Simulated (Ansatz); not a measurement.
ZnO (wurtzite, P6_3mc), r²SCAN (plane waves, PAW; program Ansatz). The conduction-band minimum lies at Γ, with 1 equivalent valley. Second derivatives d²E/dk² of the lowest band at one valley (eV·Å²), along Cartesian directions:

```json
[
 {"direction": "[100]", "d²E/dk²": "40.04"},
 {"direction": "[010]", "d²E/dk²": "40.04"},
 {"direction": "[001]", "d²E/dk²": "40.42"},
 {"direction": "[110]", "d²E/dk²": "40.04"},
 {"direction": "[101]", "d²E/dk²": "40.24"},
 {"direction": "[011]", "d²E/dk²": "40.24"}
]
```

Problem. Find the principal effective masses, the density-of-states mass and the conductivity mass.

Solution. Off-diagonal terms follow from H_xy = H[110] − (H_xx + H_yy)/2, and m*/mₑ = 7.620 eV·Å² over each eigenvalue: 0.19, 0.19, 0.19. One valley's DOS mass (m₁m₂m₃)^(1/3) = 0.19, conductivity mass 3/(Σ 1/mᵢ) = 0.19 mₑ.

Problem. What effective density of states Nc follows at 300 K for parabolic valleys?

Solution. Nc = 2.509e19 × 1 × (0.19)^(3/2) ≈ 2.1e18 cm⁻³.

The cell was relaxed with r²SCAN under the symmetry of its start.

Potentials: the later of the program's two PAW sets.

Edges and masses are those of Kohn–Sham bands, whose gap is no quasiparticle gap.
